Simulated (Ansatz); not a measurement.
Relaxed Rh (fcc, Cu type):

```
Rh
1.0
    3.83026     0.00000     0.00000
    0.00000     3.83026     0.00000
    0.00000     0.00000     3.83026
Rh
4
Direct
  0.00000   0.00000   0.00000
  0.50000   0.50000   0.00000
  0.50000   0.00000   0.50000
  0.00000   0.50000   0.50000
```

Computed with PBE (plane waves to 420 eV, PAW, scalar-relativistic; Ansatz, a program for electronic structure). k mesh 10×10×10 (Γ-centred), Fermi-Dirac smearing 0.05 eV. With partly filled bands, energies and forces of such displacements shift with the k mesh and the smearing. Rh is run without spin polarisation. Rh was relaxed with its symmetry unable to fall. The PAW data are Ansatz's earlier set.

One atom of the cell was then moved (with its periodic images), all else fixed, and the forces (eV/Å) came out as:

```
atom     Fx     Fy      Fz
----  -----  -----  ------
Rh1   0.000  0.000   1.766
Rh2   0.000  0.000  -0.218
Rh3   0.000  0.000  -0.774
Rh4   0.000  0.000  -0.774
```

**Question.** Which atom was moved, and by which vector (Å)?

**Answer.** Rh1, by (0.00, 0.00, -0.16), 0.16 Å in all.

(A displaced cell: forces are minus the slopes of the energy, force constants its curvatures, and phonons follow from these.)
